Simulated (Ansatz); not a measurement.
This cell of SiC (zinc blende) is off equilibrium:

```
SiC
1.0
    0.00000     2.17839     2.17839
    2.17839     0.00000     2.17839
    2.17839     2.17839     0.00000
C Si
1 1
Cartesian
  3.26759   3.26759   3.26759
 -0.13164  -0.13164  -0.13164
```

Level of theory: PBEsol (plane waves to 420 eV, PAW, scalar-relativistic; Ansatz, a program for electronic structure). k mesh 10×10×10 (Γ-centred), Fermi-Dirac smearing 0.05 eV. Energies are smeared free energies. Stress and pressure are positive under compression. As the smearing reaches across the gap at some points, energies and forces of such displacements shift with the k mesh and the smearing. SiC was relaxed with its symmetry unable to fall.

**Question.** Predict the force on every atom, in eV/Å.

**Answer.** 
```tsv
atom	Fx	Fy	Fz
C1	-3.981	-3.981	-3.981
Si2	3.981	3.981	3.981
```

**Question.** Give the stress tensor in GPa and the pressure.

**Answer.** 
```
    8.9     15.8     15.8
   15.8      8.9     15.8
   15.8     15.8      8.9
```
The pressure, a third of the trace, is 8.9 GPa.

**Question.** In it atom 2 sits (-0.132, -0.132, -0.132) Å away from its relaxed site. What is its energy relative to the relaxed cell?

**Answer.** 680 meV/cell.

(A displaced cell: forces are minus the slopes of the energy, force constants its curvatures, and phonons follow from these.)
